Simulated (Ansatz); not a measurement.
GaSe (beta-GaS type, space group P6_3/mmc)

```
GaSe
1.0
    3.76943     0.00000     0.00000
   -1.88472     3.26442     0.00000
    0.00000     0.00000    15.96417
Ga Se
4 4
Cartesian
  0.00000   2.17628   2.76926
  1.88472   1.08814  10.75134
  1.88472   1.08814  13.19492
  0.00000   2.17628   5.21283
  0.00000   2.17628   9.57295
  1.88472   1.08814   1.59087
  1.88472   1.08814   6.39122
  0.00000   2.17628  14.37331
```

This relaxed cell (volume V₀) is scaled evenly in all directions, its shape held. The atoms relax within the cell's symmetry.

These are PBE-D3(BJ) (plane waves to 420 eV, PAW, scalar-relativistic; Ansatz, a program for electronic structure) values and carry that method's errors. k mesh 10×10×2 (Γ-centred), Fermi-Dirac smearing 0.05 eV. E stands for the smeared free energy. With the shape held, the modulus is that of even scaling; a crystal free to change shape is softer. GaSe was relaxed with its symmetry unable to fall. The PAW data are Ansatz's earlier set. ΔE is measured from the relaxed starting cell.

```
V (Å³/atom)  ΔE (meV/atom)
-----------  -------------
22.099                32.7
22.713                17.3
23.327                 7.3
23.941                 1.7
24.555                 0.0
25.169                 1.6
25.783                 5.9
26.397                12.7
27.010                21.5
```

Q: What is the fitted pressure derivative B₀′?

A: 5.3.

Q: What bulk modulus at fixed cell shape B₀ follows from a third-order Birch-Murnaghan fit?

A: 34.3 GPa. Check by three points about V = 24.555 Å³/atom, step 0.614: d²E/dV² ≈ (1.7 − 2·0.0 + 1.6) meV / 0.614² = 0.00876 eV/Å⁶, and V·d²E/dV² × 160.2 = 34.5 GPa.

(Under strain, the slope of the energy per volume gives the stress and its curvature an elastic modulus.)
